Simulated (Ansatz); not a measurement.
The elements of this relaxed trial crystal are hidden behind letters.

```
lattice vectors (Å)
   4.3806    0.0000    0.0000
  -2.1903    3.7937    0.0000
   0.0000    0.0000   21.4534
fractional positions
X 0.0000 0.0000 0.5000
Z 0.0000 0.0000 0.0000
Z 0.3333 0.6667 0.8320
Z 0.6667 0.3333 0.6640
Z 0.3333 0.6667 0.3360
Z 0.6667 0.3333 0.1680
Q 0.6667 0.3333 0.9160
Q 0.0000 0.0000 0.7480
Q 0.3333 0.6667 0.5795
Q 0.6667 0.3333 0.4205
Q 0.0000 0.0000 0.2520
Q 0.3333 0.6667 0.0840
```

Method: Ansatz, DFT PBE, scalar-relativistic, plane waves, PAW. Plane waves to 420 eV, a 12×12×2 mesh through Γ for the 12-atom cell and 0.01 eV Gaussian smearing; no spin polarisation.

| Quantity | Value |
| --- | --- |
| Space group | P-3m1 (No. 164) |
| Conventional cell | a = 4.381 Å, c = 21.453 Å |
| Volume per atom | 29.71 Å³ |
| Density | 7.58 g/cm³ |
| Energy over the elements | −0.541 eV/atom |
| Gap on the 12×12×2 mesh of the 12-atom cell | 0.26 eV |

Energies are uncorrected and count from the elements' standard states at the same level.

**Question.** X is a p-block element of period 5, Z is a p-block element of period 6 and Q is a p-block element of period 4. Which elements are they?

**Answer.** X = Sn, Z = Pb, Q = Se, so the formula is SnPb5Se6. Density times volume gives a mean mass of 7.58 × 29.71/1.6605 = 135.6 u per atom, and this set has 135.7 u. Sn has 6 Se at 3.05 Å; Pb on a site of symmetry -3m is surrounded by 6 Se at 3.11 Å; around Se on its first site lie 6 Pb at 3.11 Å; 4 more sites not described. Other sets within the hints have nearly the same mass, so mass alone doesn't settle it; this one was computed.

Spin–orbit coupling, which can matter for Pb, is left out. Kohn–Sham gaps at this level usually fall short of measured ones. The missing spin–orbit coupling can work the other way here. Symmetry constrained the relaxation, so the result can be a saddle point.
